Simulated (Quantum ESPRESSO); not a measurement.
**Band energies of Sr2MgH6**

```
CELL_PARAMETERS angstrom
      5.47544     0.00000     0.00000
     -2.73772     4.74187     0.00000
      0.00000     0.00000     4.18847
ATOMIC_POSITIONS crystal
  H  0.82346 0.64692 0.76525
  H  0.17654 0.35308 0.23475
  H  0.35308 0.17654 0.76525
  H  0.64692 0.82346 0.23475
  H  0.82346 0.17654 0.76525
  H  0.17654 0.82346 0.23475
  Mg 0.00000 0.00000 0.00000
  Sr 0.66667 0.33333 0.26353
  Sr 0.33333 0.66667 0.73647
```

LDA (pw.x of Quantum ESPRESSO, ONCV potentials, without SOC); path ΓMKΓALHA,LM,KH; energies in eV from the valence-band maximum.

| k (1/Å) | point | band 14 | band 15 | band 16 | band 17 | band 18 | band 19 | band 20 | band 21 |
|---|---|---|---|---|---|---|---|---|---|
| 0.00 | Γ | -2.59 | -2.59 | -2.54 | -0.43 | -0.43 | 2.40 | 4.33 | 4.33 |
| 0.22 |  | -2.92 | -2.52 | -2.50 | -0.50 | -0.35 | 2.91 | 4.14 | 4.14 |
| 0.66 | M | -4.35 | -2.58 | -2.20 | -0.40 | 0.00 | 3.25 | 3.51 | 3.53 |
| 0.66 | K | -3.81 | -3.81 | -1.11 | -1.11 | -0.02 | 3.10 | 3.40 | 4.08 |
| 0.85 |  | -3.82 | -3.28 | -1.69 | -0.57 | -0.14 | 3.24 | 3.49 | 3.89 |
| 1.24 |  | -2.83 | -2.59 | -2.47 | -0.48 | -0.38 | 2.79 | 4.12 | 4.26 |
| 1.43 | Γ | -2.59 | -2.59 | -2.54 | -0.43 | -0.43 | 2.40 | 4.33 | 4.33 |
| 1.80 |  | -2.76 | -2.52 | -2.52 | -1.08 | -1.08 | 3.24 | 3.97 | 4.34 |
| 2.18 | A | -3.67 | -2.27 | -2.27 | -1.81 | -1.81 | 4.82 | 4.87 | 4.87 |
| 2.51 |  | -3.37 | -2.51 | -2.16 | -1.97 | -1.59 | 3.52 | 3.72 | 4.46 |
| 2.84 | L | -3.02 | -2.71 | -2.34 | -2.04 | -1.34 | 2.76 | 2.87 | 4.12 |
| 3.03 |  | -2.90 | -2.68 | -2.34 | -2.14 | -1.56 | 3.11 | 3.18 | 4.07 |
| 3.22 | H | -2.66 | -2.61 | -2.61 | -1.94 | -1.94 | 3.55 | 3.60 | 4.31 |
| 3.38 |  | -2.81 | -2.70 | -2.43 | -2.01 | -1.72 | 3.31 | 3.43 | 4.10 |
| 3.68 |  | -3.41 | -2.45 | -2.23 | -1.90 | -1.66 | 3.68 | 3.89 | 4.51 |
| 3.99 | A | -3.67 | -2.27 | -2.27 | -1.81 | -1.81 | 4.82 | 4.87 | 4.87 |
| 3.99 | L | -3.02 | -2.71 | -2.34 | -2.04 | -1.34 | 2.76 | 2.87 | 4.12 |
| 4.14 |  | -3.18 | -2.53 | -2.25 | -2.07 | -1.22 | 2.45 | 3.38 | 3.79 |
| 4.29 |  | -3.59 | -2.23 | -2.13 | -1.98 | -0.92 | 2.43 | 3.60 | 3.92 |
| 4.59 |  | -4.25 | -2.52 | -2.19 | -0.68 | -0.16 | 3.08 | 3.53 | 3.78 |
| 4.74 | M | -4.35 | -2.58 | -2.20 | -0.40 | 0.00 | 3.25 | 3.51 | 3.53 |
| 4.74 | K | -3.81 | -3.81 | -1.11 | -1.11 | -0.02 | 3.10 | 3.40 | 4.08 |
| 5.11 |  | -3.32 | -3.32 | -1.47 | -1.41 | -1.41 | 3.29 | 3.71 | 3.71 |
| 5.49 | H | -2.66 | -2.61 | -2.61 | -1.94 | -1.94 | 3.55 | 3.60 | 4.31 |

The LDA gap is indirect, 2.40 eV, from M to Γ; the smallest direct gap is 2.83 eV.

Geometry of the Materials Project entry, not relaxed at this level.

The structure is a Materials Project entry; no match was found in the copy of COD used, and its stability was not checked.
